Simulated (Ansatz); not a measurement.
Start of a relaxation of HfH8:

```xyz
9
Lattice="3.7665 0.0000 0.0000 -1.8833 3.2619 0.0000 0.0000 0.0000 5.6557" Properties=species:S:1:pos:R:3 pbc="T T T"
Hf    0.0000    0.0000    2.8278
H     0.6880    2.1832    0.0000
H    -0.3515    2.7661    0.0000
H    -0.3365    1.5745    0.0000
H     1.5467    1.6874    0.0000
H     2.5713    1.0787    0.0000
H     1.5318    0.4958    0.0000
H     0.0000    2.1746    2.8278
H     1.8833    1.0873    2.8278
```

Method: Ansatz, DFT PBE, scalar-relativistic, plane waves, PAW. Cutoff 420 eV, Gaussian smearing, Γ-centred meshes. Cell and atoms relax first on a coarse mesh and then on a finer one. In between, the cell is made exact in the group found at 0.06 Å. In metals the finer mesh still leaves noise of several meV/atom or more. The steps can't lower the symmetry of their start. No spin polarisation.

A guess keeps its type if space group and coordination stay and the shape of the cell changes little (axis ratios within about 15 %, angles within 6°); the volume may change.

**Question.** Does it keep its structure type, or change into something else?

**Answer.** It keeps its type. The symmetry stays P-62m (No. 189). The volume per atom shrinks by 5.0 %, from 7.7 to 7.3 Å³. The shortest distance goes from 0.99 Å (H–H) to 0.75 Å (H–H). The end holds H–H pairs as short as in free H₂ molecules (shortest 0.75 Å). The ratio c/a of the conventional cell changes by a factor of 1.10. Counting neighbours within 15 % of an atom's shortest distance, the start has H 1/6, Hf 6 and the end H 1/6, Hf 6.

The last run used a 12×12×8 mesh (in the run's order of axes) for its 9-atom cell and Gaussian smearing of 0.10 eV. Weakly bound directions are ill-defined at this level, which has no dispersion term. These runs have no spin–orbit coupling, which can matter for Hf. A structure relaxed within its symmetry needn't be a true minimum.

In counts of neighbours, a slash parts the counts of unlike sites.
